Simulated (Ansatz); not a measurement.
Theory: Ansatz 0.2.0, DFT PBE, scalar-relativistic, plane waves, PAW. All cells share a 420 eV cutoff and Γ-centred k meshes spaced about 0.3 Å⁻¹ or finer (0.25 for metals, 2π included). No spin polarisation.

Relaxed structures of CdSe4, with energies over the first row. Coordination counts Se atoms around Cd (those within 1.25 times the shortest such distance or 1.15 times the sum of covalent radii, 1.27 where that leaves under three; a plus sign parts nearer from farther groups).

```csv
#,form,sites,V (Å³/atom),coordination,ΔE (meV/atom)
1,P2_1/c,"Cd 2a; Se 4e, 4e",29.9,Cd 2+2,0
2,R-3m,"Cd 3a; Se 6c, 6c",23.2,Cd 6,24
3,Pmm2,"Cd 1c; Se 2g, 2g",37.0,Cd 4,38
4,I4/m,Cd 2a; Se 8h,30.3,Cd 4,61
5,I4/mmm,Cd 2b; Se 8f,27.3,Cd 8,125
```

A further structure, relaxed alike:

```
Cd Se
1.0
    -2.52501    2.52501    5.45508
     2.52501   -2.52501    5.45508
     2.52501    2.52501   -5.45508
Cd Se
1 4
Cartesian
  0.0000 0.0000 5.4551
  2.5250 0.0000 3.8626
  0.0000 2.5250 3.8626
  0.0000 2.5250 1.5925
  2.5250 0.0000 1.5925
```

Q: Where does it fall in the ranking, and at what energy?

A: It falls between rows 4 and 5, 109 meV/atom above row 1, with space group I4/mmm (No. 139) and 27.8 Å³/atom. Counting Se atoms around Cd, this cell has Cd 8 and row 1 has Cd 2+2. This cell holds Se–Se pairs (shortest 2.27 Å); row 1 holds Se–Se units of three or more atoms (shortest 2.37 Å). Around Cd lie 8 Se at 2.99 Å; Se is surrounded by 1 Se at 2.27 Å and 2 Cd at 2.99 Å.

For metals, differences of a few meV/atom aren't resolved. Weakly bound directions are ill-defined at this level, which has no dispersion term (Pmm2), and this can change margins and order among such cells. With atoms moved at random, row 1 ended within 5 meV/atom of its own energy, in a cell of lower symmetry. Other cells relaxed within their symmetry can be saddle points.
